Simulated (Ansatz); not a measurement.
# NiPt (R-3m): anisotropy by the force theorem

Method: DFT, LDA, all-electron PAW with datasets made for the crystal, scalar-relativistic in Ansatz.

Command: `ansatz run input.yaml --threads 2 --pin off --max-ram 4096MiB --backend cpu --events-out ev --progress --plain --runs-dir out`

```yaml
crystal:
  lattice:
    - [1.3535998424, 0.7815012334, 4.2296453483]
    - [-1.3535998424, 0.7815012334, 4.2296453483]
    - [0.0, -1.5630024668, 4.2296453483]
  atoms:
    - { symbol: Ni, position: [0.0, 0.0, 0.0], spin: -0.7 }
    - { symbol: Pt, position: [0.5, 0.5, 0.5], spin: -0.2 }
magnetization:
  spin_polarized: true
kpoints:
  mp_grid: { grid: [11, 11, 11] }
scf:
  occupations: { method: fermi_dirac, width: 0.1 }
  lower_state_search: "off"
hamiltonian:
  xc: lda
  pseudopotentials: { kind: all_electron, datasets: crystal }
output:
  eigenvalues: false
  eigenstates:
    nscf_kmesh: { grid: [17, 17, 17] }
    top_band: c24
    magnetocrystalline_anisotropy:
      directions: [[0.0, 0.0, 1.0], [1.0, 0.0, 0.0], [0.8660254, 0.5, 0.0]]
```

Log:

```
settings of this run that can trade accuracy for cost: output.eigenvalues: false. Do not mix this run's numbers with those of runs without the same settings; the input reference describes each key
basis.fft_grid_basis auto: the FFT boxes are laid along the combinations [[1, 0, -1], [0, 1, -1], [0, 0, 1]] of the cell's own vectors, 2.707, 2.707 and 4.509 Å long. The dense box has 16×16×27 points. Along the cell's own vectors, as sized, it would have 27×27×27, 2.85 times as many. Of the 12 symmetry operations that the crystal satisfies within crystal.symmetry.tolerance (time reversal apart; o …
hamiltonian.pseudopotentials.datasets: crystal makes datasets for this crystal and solves the spheres of its atoms anew in each pass: cutoff 310.0 eV, the density's 1240.0 eV; for an error of 0.50 meV an atom under PBE, 1.0 meV for the cell; an energy difference from a run of another recipe may be off by several times the error for the cell, under r2SCAN by more, where some 0.1 meV an atom stays a …
Engine: ansatz 0.2.0
Pseudopotentials: kind: all_electron
Pseudopotential: Ni, paw, valence charge 18, recommended cutoff 310 eV (normal), crystal/all_electron/lda/scalar/gaussian/Ni, Koelling and Harmon's equation, gaussian nucleus
Pseudopotential: Pt, paw, valence charge 18, recommended cutoff 310 eV (normal), crystal/all_electron/lda/scalar/gaussian/Pt, Koelling and Harmon's equation, gaussian nucleus
Functional definition: SPW92
  exchange = slater_x
  correlation = pw_c
Crystal: 2 atoms, lattice volume = 26.846 Å³
Basis set: ecut = 310 eV, 337 PW (Γ), FFT grids on a1−a3, a2−a3, a3
Bands: 23, of which v1, the nominal top of the filled ones, is band 18 counted from 1 (17 counted from 0)
Symmetry: 12 space group operations
Space group: R-3m (ITA 166), of the structure as read, at distance tolerance 3.0e-5 Å
Magnetic group: BNS 166.97 (UNI 1327), of the structure as read, at distance tolerance 3.0e-5 Å
k-points: 146 of 1331
Non-local potential: Ni, projectors of the file, l = 0: 3, l = 1: 3, l = 2: 2
Non-local potential: Pt, projectors of the file, l = 0: 2, l = 1: 2, l = 2: 2
PAW form: soft (Blöchl's): semilocal exchange-correlation on the pseudo side does not see the compensation charge
PAW one-centre angular grid: Ni, 590 points (default); XC on its mesh's 1911 points in the sphere
PAW one-centre angular grid: Pt, 590 points (default); XC on its mesh's 1807 points in the sphere
Initial density: superposition of atomic densities (chi_scale 0.1, normalization cell)
Starting moments: Σ|m| = 0.9 μB on 2 of 2 sites
Initial wavefunctions: pseudopotential atomic-orbital guess
Functional: x = slater, c = lda
iter 1 solved again at ethr=1.66e-2 eV; its pass at ethr=1.00e-1 eV (dr2=5.98e0 eV) is discarded
SCF iter   1: F=—  HF=-541997.811130 eV  |F-HF|=—  |Δ(HF+E_count)|=         —  Δρ=8.89e-2 (↑8.89e-2 ↓7.58e-2)  dr2=6.21e0  dr2_m=2.07e-2  M=-0.888 μB ∫|m|=0.915 μB  β_m=0.30  ethr=1.66e-2  ⟨swp⟩=2.3  Hψ=33430  notcnv=0
preconditioner: auto → Kerker (q_TF=auto, 2.865 Å⁻¹)  [metal: Δε(μ)=0.002 eV  Ē_g=9.783 eV  σ=0.100 eV  W_gap=0.01  n_scr=14 (ndim 8)  ℏωp=32.1 eV  f_vac=0.000  D(μ)=3.39/eV (n_scr^D=42)]
spin=Collinear: Kerker preconditioning applied to the charge; magnetization (m = ρ↑ − ρ↓) channel mixes plain (no charge-response kernel on spin).
SCF iter   2: F=—  HF=-541997.425422 eV  |F-HF|=—  |Δ(HF+E_count)|=   3.86e-1  Δρ=8.95e-2 (↑8.95e-2 ↓6.74e-2)  dr2=9.63e0  dr2_m=2.24e-1  M=-0.357 μB ∫|m|=0.404 μB  β_m=0.30  ethr=1.66e-2  ⟨swp⟩=3.0  Hψ=14345  notcnv=0
SCF iter   3: F=—  HF=-541996.814644 eV  |F-HF|=—  |Δ(HF+E_count)|=   6.11e-1  Δρ=6.86e-2 (↑6.86e-2 ↓4.34e-2)  dr2=2.99e0  dr2_m=4.79e-2  M=-0.856 μB ∫|m|=0.890 μB  β_m=0.30  ethr=1.66e-2  ⟨swp⟩=2.5  Hψ=13587  notcnv=0  defer=1
iter 4 solved again at ethr=6.60e-4 eV; its pass at ethr=8.32e-3 eV (dr2=2.37e-1 eV) is discarded
SCF iter   4: F=—  HF=-541995.967945 eV  |F-HF|=—  |Δ(HF+E_count)|=   8.47e-1  Δρ=2.20e-2 (↑2.20e-2 ↓8.59e-3)  dr2=2.36e-1  dr2_m=2.01e-2  M=-0.858 μB ∫|m|=0.898 μB  β_m=1.00  ethr=6.60e-4  ⟨swp⟩=2.3  Hψ=26468  notcnv=0  defer=27
SCF iter   5: F=—  HF=-541996.115985 eV  |F-HF|=—  |Δ(HF+E_count)|=   1.48e-1  Δρ=8.81e-3 (↑8.81e-3 ↓8.01e-3)  dr2=9.17e-2  dr2_m=4.21e-4  M=-0.881 μB ∫|m|=0.928 μB  β_m=1.00  ethr=6.54e-4  ⟨swp⟩=2.3  Hψ=13497  notcnv=0  defer=4
SCF iter   6: F=—  HF=-541996.139929 eV  |F-HF|=—  |Δ(HF+E_count)|=   2.39e-2  Δρ=5.35e-3 (↑5.35e-3 ↓5.32e-3)  dr2=3.83e-2  dr2_m=8.38e-5  M=-0.889 μB ∫|m|=0.940 μB  β_m=0.30  ethr=2.55e-4  ⟨swp⟩=2.1  Hψ=14383  notcnv=0  defer=5
Mixer restart at iter 6: flushing history
spin-set hold released at iteration 6 (site moments contracting): the magnetisation degrees of freedom join the quasi-Newton model from the next iteration; the mixer history was flushed
SCF iter   7: F=—  HF=-541996.143889 eV  |F-HF|=—  |Δ(HF+E_count)|=   3.96e-3  Δρ=4.31e-3 (↑4.31e-3 ↓2.28e-3)  dr2=5.41e-3  dr2_m=9.66e-4  M=-0.866 μB ∫|m|=0.920 μB  β_m=0.40  ethr=1.06e-4  ⟨swp⟩=2.1  Hψ=12353  notcnv=0
SCF iter   8: F=—  HF=-541996.149700 eV  |F-HF|=—  |Δ(HF+E_count)|=   5.81e-3  Δρ=7.64e-3 (↑7.64e-3 ↓4.24e-3)  dr2=4.88e-2  dr2_m=1.68e-3  M=-0.913 μB ∫|m|=0.969 μB  β_m=0.20  ethr=1.50e-5  ⟨swp⟩=3.0  Hψ=16355  notcnv=0
SCF iter   9: F=—  HF=-541996.148226 eV  |F-HF|=—  |Δ(HF+E_count)|=   1.47e-3  Δρ=1.80e-3 (↑1.08e-3 ↓1.80e-3)  dr2=1.03e-3  dr2_m=1.14e-4  M=-0.891 μB ∫|m|=0.951 μB  β_m=0.48  ethr=1.50e-5  ⟨swp⟩=3.0  Hψ=13989  notcnv=0
SCF iter  10: F=—  HF=-541996.150331 eV  |F-HF|=—  |Δ(HF+E_count)|=   2.10e-3  Δρ=2.95e-3 (↑2.95e-3 ↓1.60e-3)  dr2=7.55e-3  dr2_m=1.23e-4  M=-0.892 μB ∫|m|=0.957 μB  β_m=0.53  ethr=2.85e-6  ⟨swp⟩=3.0  Hψ=13900  notcnv=0
SCF iter  11: F=—  HF=-541996.149781 eV  |F-HF|=—  |Δ(HF+E_count)|=   5.49e-4  Δρ=4.69e-4 (↑2.92e-4 ↓4.69e-4)  dr2=1.78e-4  dr2_m=1.46e-5  M=-0.905 μB ∫|m|=0.970 μB  β_m=0.76  ethr=2.85e-6  ⟨swp⟩=2.9  Hψ=12706  notcnv=0
SCF iter  12: F=—  HF=-541996.150175 eV  |F-HF|=—  |Δ(HF+E_count)|=   3.94e-4  Δρ=2.79e-3 (↑2.79e-3 ↓8.48e-4)  dr2=4.41e-3  dr2_m=3.11e-4  M=-0.921 μB ∫|m|=0.988 μB  β_m=0.88  ethr=4.93e-7  ⟨swp⟩=3.0  Hψ=16643  notcnv=0  recentre
SCF iter  13: F=—  HF=-541996.149917 eV  |F-HF|=—  |Δ(HF+E_count)|=   2.58e-4  Δρ=9.90e-4 (↑9.90e-4 ↓3.21e-4)  dr2=6.03e-4  dr2_m=3.34e-5  M=-0.919 μB ∫|m|=0.986 μB  β_m=0.85  ethr=4.93e-7  ⟨swp⟩=3.0  Hψ=13849  notcnv=0
SCF iter  14: F=—  HF=-541996.149875 eV  |F-HF|=—  |Δ(HF+E_count)|=   4.13e-5  Δρ=4.02e-4 (↑4.02e-4 ↓1.56e-4)  dr2=1.04e-4  dr2_m=4.10e-6  M=-0.918 μB ∫|m|=0.985 μB  β_m=0.61  ethr=4.93e-7  ⟨swp⟩=2.0  Hψ=12221  notcnv=0
SCF iter  15: F=—  HF=-541996.149861 eV  |F-HF|=—  |Δ(HF+E_count)|=   1.42e-5  Δρ=4.75e-5 (↑4.75e-5 ↓3.05e-5)  dr2=2.66e-6  dr2_m=3.17e-8  M=-0.917 μB ∫|m|=0.984 μB  β_m=0.68  ethr=2.88e-7  ⟨swp⟩=2.0  Hψ=12226  notcnv=0
SCF iter  16: F=—  HF=-541996.149861 eV  |F-HF|=—  |Δ(HF+E_count)|=   2.68e-7  Δρ=2.38e-5 (↑2.38e-5 ↓1.37e-5)  dr2=3.14e-7  dr2_m=1.20e-8  M=-0.916 μB ∫|m|=0.984 μB  β_m=0.84  ethr=7.40e-9  ⟨swp⟩=3.0  Hψ=13105  notcnv=0
SCF iter  17: F=-541996.149861 eV  HF=-541996.149862 eV  |F-HF|=1.34e-8  |Δ(HF+E_count)|=   1.25e-8  Δρ=4.79e-6 (↑3.24e-6 ↓4.79e-6)  dr2=2.11e-8  dr2_m=2.09e-10  M=-0.916 μB ∫|m|=0.984 μB  ethr=8.71e-10  ⟨swp⟩=2.2  Hψ=12333  notcnv=0
SCF 1 converged in 17 iterations: F = -541996.149861 eV  dr2 = 2.11e-8
  greatest PAW one-centre occupation: 1.007 electrons in one spin orbital (limit 2), on the Ni atom at site 0 (counted from 0), in its partial waves of l = 0
NSCF: frozen V_eff on 489 k-points
Magnetocrystalline anisotropy: 0 of 489 k-points coupled
Magnetocrystalline anisotropy: 64 of 489 k-points coupled
Magnetocrystalline anisotropy: 128 of 489 k-points coupled
Magnetocrystalline anisotropy: 192 of 489 k-points coupled
Magnetocrystalline anisotropy: 256 of 489 k-points coupled
Magnetocrystalline anisotropy: 320 of 489 k-points coupled
Magnetocrystalline anisotropy: 384 of 489 k-points coupled
Magnetocrystalline anisotropy: 448 of 489 k-points coupled
Magnetocrystalline anisotropy: 489 of 489 k-points coupled
SCF converged after 17 iterations
Magnetization: -0.9161 μB (17.5420 up, 18.4580 down)
Absolute magnetization: 0.9837 μB (∫|ρ↑−ρ↓|)
Spin contamination: -0.0358 ħ² per cell (⟨S²⟩ above its minimum at these occupations)
Per-site moments (μB) at R_I (Å): [(-0.7362545650922078, 1.0847614118079374), (-0.20740337919423493, 1.0847614118079374)]
Free energy (F): -541996.149861 eV
Harris-Foulkes:  -541996.149862 eV  (|F-HF|=1.34e-8)
Internal energy: -541996.045930 eV  (E = F + TS)
E sigma→0 (E₀):  -541996.097896 eV
Entropy (-TS):   -0.103932 eV (-51.966 meV/atom)
Past the cutoff: waves up to 1.5 times it would add -0.000142 eV an atom, which no energy here includes
By the cutoff:   a pressure is off by up to 0.014 GPa (6 times that energy over an atom's volume, and 0.004 GPa: a bound that held against runs at twice the plane waves)
Past the cutoffs: a stress includes 0.0006 GPa for waves and charges beyond them
In the spheres:  the bands' charges fall short by 3.0e-7 e at most (sound up to 1e-3)
Fermi energy:    23.128672 eV
--- Per-component energies (eV) ---
  E_band       = -322.358512
  E_kinetic    = 351.342735
  E_local      = -2841.219145  (includes V_loc(G=0)·N_el)
  E_nonlocal   = -860.210344
  E_hartree    = 1547.666468
  E_xc         = -118.738055
  E_vxc        = -154.070074  (∫ρ·V_xc dr)
  E_paw        = -545925.771609  (= ΣΔE_a)
  E_vpaw       = -11433.031762  (= ΣTr[D̂ρ^β])
  E_ewald      = -5668.621671
  E_smearing   = -0.103932  (= −TS)
  E_closure    = 11519.505691  (closes the sum)
  Σ components = -541996.149861   (vs F -541996.149861, Δ=0.00e0)
  The terms above E_closure are by the made datasets' own strengths, without shells solved beside the bands.
--- Band table (eV; the first three rows and the last of 292) ---
  k-point 0 ↑: bands = ["-78.5751", "-75.5441", "-39.5050", "-39.3422", "-39.3422", "-29.5772", "-29.4567", "-29.4567", "13.4046", "16.8736", "19.3825", "19.3825", "20.9690", "20.9690", "21.3877", "22.4202", "22.4202", "23.1632", "23.4164", "23.4164", "29.6638"]
  k-point 1 ↑: bands = ["-78.5745", "-75.5416", "-39.5042", "-39.3476", "-39.3435", "-29.5726", "-29.4948", "-29.4660", "13.7164", "17.0804", "19.2120", "19.6143", "20.6047", "20.9941", "21.4450", "22.1789", "22.3450", "22.4577", "23.3454", "24.8527", "29.7257"]
  k-point 2 ↑: bands = ["-78.5729", "-75.5350", "-39.5021", "-39.3622", "-39.3472", "-29.5962", "-29.5603", "-29.4908", "14.5838", "17.5916", "18.9025", "19.7381", "20.2590", "21.0626", "21.4925", "21.7072", "22.1969", "22.5759", "23.1653", "26.4355", "30.0815"]
  k-point 145 ↓: bands = ["-79.4458", "-75.6603", "-40.3515", "-40.1888", "-40.1849", "-29.7362", "-29.6220", "-29.5934", "14.8485", "17.1136", "19.0534", "19.1966", "19.6789", "20.4910", "21.1966", "21.2819", "21.4376", "21.6120", "22.0875", "22.3635", "36.2979"]
settings of this run that can trade accuracy for cost: output.eigenvalues: false. Do not mix this run's numbers with those of runs without the same settings; the input reference describes each key
```

magnetocrystalline_anisotropy.tsv:

```
# direction_x	direction_y	direction_z	energy_mev	energy_tetrahedra_mev	beyond_first_order_mev	atom_0_mev	atom_1_mev	spread_mev	spread_tetrahedra_mev	orbital_0_along_direction_mub	orbital_1_along_direction_mub
# format = ansatz-magnetocrystalline-anisotropy/3
# nscf_kmesh_grid = 17 17 17
# nscf_kmesh_shift = 0 0 0
# n_bands = 42
# occupation_method = fermi_dirac
# smearing_width_ev = 0.1
# xc_rung = lda
# a1_ang = 1.3536 0.7815 4.2296
# a2_ang = -1.3536 0.7815 4.2296
# a3_ang = 0 -1.563 4.2296
# atom = 0 Ni 0 0 0
# atom = 1 Pt 0.5 0.5 0.5
# kernel_functional = own
# kernel_scale = 1.0384
# goldstone_residual = 0.027986
# bands_end_over_fermi_ev = 42.933
# easy_direction_run = 0
# easy_direction_tetrahedra = 0
0	0	1	0	0	0.0015537	0	0	0	0	-0.047421	-0.027112
1	0	0	0.40856	0.58163	0.0018259	0.071037	0.12061	0.20655	0.66186	0.00072193	-0.057539
0.86603	0.5	0	0.4085	0.56298	0.0018225	0.071021	0.12048	0.2069	0.64682	0.00072242	-0.057539
```

Site moments (μB): Ni1 -0.74, Pt2 -0.21. Cell moment -0.92 μB.

The magnetic group in the log treats spin as a scalar label, without spin–orbit coupling.

The Ansatz runs typed with the search for lower states off end where their start leads. The program couldn't verify every level among the many empty bands that the force theorem sums over. None of this fixes the real material's magnetic order: only patterns that fit the cell were computed, at zero temperature, with a functional that can overstate moments.

It took 2.7 min on 2 threads of Arm Neoverse V1, on a shared host, peak memory 1.8 GiB.
